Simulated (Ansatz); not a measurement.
**NMR crystallography of TiO2 with Cl replacing O: given against relaxed positions**

Start: a supercell of TiO2 (rutile type, P4_2/mnm) built from an entry of the Crystallography Open Database (COD), with all atoms left at the host's positions.

Space group Pmm2 (No. 25); a = 6.4944, b = 8.8722, c = 6.4944 Å.

| site | Wyckoff | site symmetry | x | y | z |
| --- | --- | --- | --- | --- | --- |
| Ti1 | 1a | mm2 | 0.0000 | 0.0000 | 0.0000 |
| Ti2 | 2g | m.. | 0.0000 | 0.3333 | 0.0000 |
| Ti4 | 1c | mm2 | 0.5000 | 0.0000 | 0.5000 |
| Ti5 | 2h | m.. | 0.5000 | 0.3333 | 0.5000 |
| Ti7 | 2g | m.. | 0.0000 | 0.1667 | 0.5000 |
| Ti8 | 1b | mm2 | 0.0000 | 0.5000 | 0.5000 |
| Ti10 | 2h | m.. | 0.5000 | 0.1667 | 0.0000 |
| Ti11 | 1d | mm2 | 0.5000 | 0.5000 | 0.0000 |
| Cl | 1a | mm2 | 0.0000 | 0.0000 | 0.3050 |
| O14 | 2g | m.. | 0.0000 | 0.3333 | 0.3050 |
| O16 | 1c | mm2 | 0.5000 | 0.0000 | 0.8050 |
| O17 | 2h | m.. | 0.5000 | 0.3333 | 0.8050 |
| O19 | 4i | 1 | 0.3050 | 0.1667 | 0.5000 |
| O20 | 2f | .m. | 0.3050 | 0.5000 | 0.5000 |
| O22 | 4i | 1 | 0.8050 | 0.1667 | 0.0000 |
| O23 | 2f | .m. | 0.8050 | 0.5000 | 0.0000 |
| O25 | 1a | mm2 | 0.0000 | 0.0000 | 0.6950 |
| O26 | 2g | m.. | 0.0000 | 0.3333 | 0.6950 |
| O28 | 1c | mm2 | 0.5000 | 0.0000 | 0.1950 |
| O29 | 2h | m.. | 0.5000 | 0.3333 | 0.1950 |

One atom of each set is listed; the run and its k-mesh use a cell of 36 atoms with edges of 6.49, 6.49, 8.87 Å.

Level of theory: DFT, PBE, plane waves and PAW, scalar-relativistic, collinear spin, 420 eV cutoff, Γ-centred 3×3×2 k-points, Fermi–Dirac smearing 0.01 eV (Ansatz 0.2.0). Start moments as typed (μB): 1 on each Cl, none on the rest.

The largest force at the start is 10 eV/Å. Relaxing the ions at fixed cell moves them by 0.348 Å at most (atom 1, Ti) and 0.123 Å rms.

```csv
site,moved (Å),first shell before,first shell after,V_zz before (10²¹ V/m²),η before
Ti1,0.348,"5 O at 1.95–1.98 Å, 1 Cl at 1.98 Å","5 O at 1.79–1.97 Å, 1 Cl at 2.22 Å",-0.87,0.78
Ti4,0.024,6 O at 1.95–1.98 Å,6 O at 1.95–1.98 Å,-2.23,0.36
Ti7,0.296,"5 O at 1.95–1.98 Å, 1 Cl at 1.95 Å","5 O at 1.82–1.98 Å, 1 Cl at 2.32 Å",3.49,0.91
Ti8,0.085,6 O at 1.95–1.98 Å,6 O at 1.93–1.97 Å,-2.23,0.51
Ti10,0.008,6 O at 1.95–1.98 Å,6 O at 1.92–1.98 Å,-2.25,0.23
Ti11,0.027,6 O at 1.95–1.98 Å,6 O at 1.93–1.98 Å,-2.10,0.17
Cl,0.113,3 Ti at 1.95–1.98 Å,3 Ti at 2.22–2.32 Å,-0.41,0.08
O14,0.062,3 Ti at 1.95–1.98 Å,3 Ti at 1.89–1.93 Å,-2.35,0.70
O17,0.046,3 Ti at 1.95–1.98 Å,3 Ti at 1.93–1.97 Å,2.31,0.95
O19,0.077,3 Ti at 1.95–1.98 Å,3 Ti at 1.95–1.98 Å,2.31,0.94
O20,0.045,3 Ti at 1.95–1.98 Å,3 Ti at 1.95–1.97 Å,2.29,0.99
O22,0.129,3 Ti at 1.95–1.98 Å,3 Ti at 1.96–1.98 Å,2.14,0.84
O23,0.097,3 Ti at 1.95–1.98 Å,3 Ti at 1.95–1.97 Å,2.36,0.95
O25,0.156,3 Ti at 1.95–1.98 Å,3 Ti at 1.79–1.93 Å,3.59,0.43
O26,0.175,3 Ti at 1.95–1.98 Å,3 Ti at 1.82–1.97 Å,2.22,0.83
O28,0.022,3 Ti at 1.95–1.98 Å,3 Ti at 1.97–1.98 Å,2.22,0.83
```

**Question.** How do the gradients change?

**Answer.** 

| site | V_zz after | η after | change of V_zz |
| --- | --- | --- | --- |
| Ti1 | -3.14 | 0.84 | -2.27 |
| Ti4 | 1.32 | 0.55 | – |
| Ti7 | -3.91 | 0.05 | – |
| Ti8 | 2.39 | 0.40 | – |
| Ti10 | -2.36 | 0.20 | -0.11 |
| Ti11 | -1.43 | 0.09 | +0.67 |
| Cl | -7.43 | 0.28 | – |
| O14 | -2.30 | 0.88 | +0.05 |
| O17 | -2.39 | 0.94 | – |
| O19 | -2.73 | 0.95 | – |
| O20 | -2.38 | 0.86 | – |
| O22 | -2.55 | 0.89 | – |
| O23 | -2.46 | 0.91 | – |
| O25 | -2.04 | 0.44 | – |
| O26 | 2.77 | 0.23 | +0.55 |
| O28 | 1.75 | 0.97 | -0.47 |

The largest change of V_zz along a kept axis is on Ti1, from -0.87 to -3.14. The whole tensor moves most on Cl, by 7.61 along its most changed direction. Small gradients that grow severalfold: Cl (-0.41 to -7.43). In per cent, |V_zz| changes by -32 to +5 on Ti, -21 to +25 on O (all sites that start above 2, bar those whose gradient vanishes or changes sign or whose main axis turns by over 40°). Where |V_zz| stays above 0.1 and the axes keep their order, η moves most on O26, from 0.83 to 0.23. On O25, Ti7, O23, O19, O17, O20, Ti4, Ti8 and 2 more sites the largest principal value lies along another axis in the second run, so the two V_zz can't be compared directly. The table leaves out 4 of the 20 sites, with |V_zz| up to 2.67; their tensors move by 0.67 at most along any direction. The statements above cover all sites. The electronic state changes along with the positions (absolute moment from 0.8 to 0.4 μB), so the changes aren't those of geometry alone. The host's own positions weren't relaxed first, so part of the change far from the defect can be the host's relaxation.

The defect repeats with the cell of 36 atoms, so it feels its images: sites between two images don't show the values beside a lone defect, and zeros or small values of η there can come from the images' arrangement. O and Ti carry a gradient in the pure host already, so the values there aren't the defect's effect alone. The defect cell has no gap above 0.1 eV on its mesh, so the values can hang on the smearing and the k-mesh. The run lost most of its start moments on Cl; a state with other moments may lie lower.
Before: The cell keeps the host's lattice, where the PBE pressure is 15 GPa. The neighbours have not yet relaxed around the defect (largest force 10 eV/Å), so the values at and beside it are those of a strained start, not of the defect in a real crystal.
After: The relaxation keeps the site symmetry mm2 of the start, so the impurity can move only along its axis; a distortion that would localise the partly filled state isn't explored. The cell keeps the host's lattice, where the PBE pressure is 12 GPa.
